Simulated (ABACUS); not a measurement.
Band structure of SnSe (Pnma, 8 atoms in the cell; from Materials Project mp-691, lattice scaled a little).

```xyz
8
Lattice="11.4883 0.0000 0.0000 0.0000 4.0639 0.0000 0.0000 0.0000 4.6299" Properties=species:S:1:pos:R:3 pbc="T T T"
Sn     7.1089     3.0480     1.7434
Sn     4.3795     1.0160     2.8865
Sn    10.1236     1.0160     4.0584
Sn     1.3647     3.0480     0.5716
Se     1.7066     1.0160     2.3575
Se     9.7817     3.0480     2.2725
Se     4.0376     3.0480     0.0425
Se     7.4508     1.0160     4.5874
```

Computed with PBE, numerical atomic orbitals DZP (confined pseudo-atomic orbitals with Gaussian additions; energy shift 0.01 Ry), PseudoDojo 0.5 standard norm-conserving PBE (tails mended) pseudopotentials in ABACUS 3.10.1.

Settings: basis = DZP numerical atomic orbitals, energy shift 0.01 Ry; KPT = Gamma 2 4 4 0 0 0; basis_type = lcao; ecutwfc = 100 Ry; smearing_method = gaussian; smearing_sigma = 0.00367493 Ry; potentials = PseudoDojo 0.5 standard norm-conserving PBE (tails mended); symmetry = 1; symmetry_prec = 1e-05; nbands = 72; ks_solver = scalapack_gvx; scf_nmax = 100; scf_thr = 1.0e-07; mixing_type = broyden.

The atom-centred basis is finite, which shifts total energies, pressures, gaps and forces against plane waves. The structure comes from a collection of computed structures, made at another level of theory; the collection holds predicted forms beside known ones. Its lattice was then scaled.

### Question
Predict the gap along the standard path and the places of the band edges.

### Answer
The gap along the path is 0.78 eV, from a point between Y and Γ to a point between Γ and X; the smallest direct gap on it is 1.01 eV.

Points are given in units of this cell's reciprocal vectors. Levels in eV from the top of the valence band on the SCF mesh, bands 57 to 61:
```tsv
point	57	58	59	60	61
Γ (0 0 0)	-1.45	-0.80	-0.65	-0.09	1.05
X (0 0.5 0)	-1.03	-1.03	-0.89	-0.89	1.40
S (0 0.5 0.5)	-2.04	-2.04	-1.15	-1.15	2.85
Y (0 0 0.5)	-0.82	-0.82	0.00	0.00	1.51
Z (0.5 0 0)	-1.68	-1.68	-0.32	-0.32	2.62
U (0.5 0.5 0)	-1.14	-1.14	-1.14	-1.14	1.68
R (0.5 0.5 0.5)	-1.30	-1.30	-1.30	-1.30	2.76
T (0.5 0 0.5)	-0.51	-0.51	-0.01	-0.01	1.52
```

Higher empty bands are left out: an atom-centred basis made for the valence describes them poorly.

The atomic orbitals were generated for these runs; they are not ABACUS's published sets and were checked against plane waves on a few crystals only.

“Tails mended”: in these copies of the files the far tail of each local potential was reset to the Coulomb form.
